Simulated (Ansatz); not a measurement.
W (A15 (β-W type), Pm-3n) at seven volumes, the program Ansatz at the PBEsol level (PAW), scaled uniformly. One row is withheld.

```csv
V (Å³/atom),P (GPa)
14.494,36.49
14.972,22.40
15.449,10.33
15.927,0.00
16.405,?
16.883,-16.37
17.361,-22.79
```

**Question.** Fit the shown pressures and predict the withheld one.

**Answer.** P = (3/2)B₀(x^(7/2) − x^(5/2))[1 + (3/4)(B′ − 4)(x − 1)] with x = (V₀/V)^(2/3). Least squares on the six rows gives V₀ = 15.928 Å³/atom, B₀ = 317 GPa, B′ = 4.21. At V = 16.405, x = 0.9805 and P = -8.79 GPa. The run itself gave -8.83 GPa.

The workflow started from an entry of the Crystallography Open Database (COD), which files this formula under 6 space groups. It is not the phase usual at ambient conditions (space group No. 229). Symmetry was held in the PBEsol relaxation; of distortions, only those at the zone centre were tested. No spin polarisation was allowed. Spin–orbit coupling is left out wherever it is not named.

Potentials: the later of the program's two PAW sets.
